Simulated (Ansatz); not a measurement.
Starting cell, KBr (rock salt):

```xyz
2
Lattice="0.0000 3.2748 3.2748 3.2748 0.0000 3.2748 3.2748 3.2748 0.0000" Properties=species:S:1:pos:R:3 pbc="T T T"
Br     0.0000     0.0000     0.0000
K      3.2748     3.2748     3.2748
```

In each cell atom 1 (Br, nearest neighbour K at 3.275 Å; its periodic images, 4.6 Å or more away, move with it) moves by s·(0.577, 0.577, 0.577) (along Cartesian [111]), the rest being held.

Level of theory: PBEsol (plane waves to 420 eV, PAW, scalar-relativistic; Ansatz, a first-principles code). k mesh 7×7×7 (Γ-centred), Fermi-Dirac smearing 0.05 eV. Energies are smeared free energies. KBr was relaxed with its symmetry unable to fall. ΔE is measured from the undisplaced structure.

| s (Å) | ΔE (meV/cell) |
|---|---|
| -0.650 | withheld |
| -0.520 | 161.9 |
| -0.390 | 91.4 |
| -0.260 | 40.7 |
| -0.130 | 10.2 |
| 0.000 | 0.0 |
| 0.130 | 10.2 |
| 0.260 | 40.7 |
| 0.390 | 91.4 |
| 0.520 | 161.9 |
| 0.650 | withheld |

Problem. Fit an even polynomial form (powers 2, 4) to the given rows and predict ΔE at s = -0.650.

Solution. Least squares on the 9 given rows: ΔE = (603.5)·s² + (-17.65)·s⁴, in meV/cell with s in Å; root-mean-square residual 0.01 meV/cell. At -0.650 the fit gives 251.8 meV/cell; the calculation gives 251.0 meV/cell, so the extrapolation is off by 0.8 (+0.3 %). The quadratic term alone would give 255.0 meV/cell.

(A displaced cell: forces are minus the slopes of the energy, force constants its curvatures, and phonons follow from these.)
